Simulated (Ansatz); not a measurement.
MgH$_{2}$:
Space group P4₂/mnm (No. 136); a = b = 4.4850 Å, c = 2.9961 Å, α = β = γ = 90.00°

```
atom  site  symmetry       x       y       z
----  ----  --------  ------  ------  ------
Mg      2a      m.mm  0.0000  0.0000  0.0000
H       4f      m.2m  0.3047  0.3047  0.0000
```

Relaxed at zero pressure with r²SCAN in the plane-wave PAW code Ansatz.

Problem. The volume is raised by 6 % and shape and atoms relax at that volume. What pressure results, and how do the axes share the change?

Solution. -2.7 GPa; a 2.4 %, b 2.4 %, c 1.2 %; the energy rises by 5 meV/atom.

Problem. Give the new structure.

Solution. 
Space group P4₂/mnm (No. 136); a = b = 4.5907 Å, c = 3.0313 Å, α = β = γ = 90.00°

| atom | site | symmetry | x | y | z |
|---|---|---|---|---|---|
| Mg | 2a | m.mm | 0.0000 | 0.0000 | 0.0000 |
| H | 4f | m.2m | 0.3052 | 0.3052 | 0.0000 |

The phase is kept; no other phase was compared at this pressure.

Space group P4_2/mnm (rutile). The cell was relaxed with r²SCAN under the symmetry of its start; phonons on a q-mesh show no instability.

Potentials: the later of the program's two PAW sets.
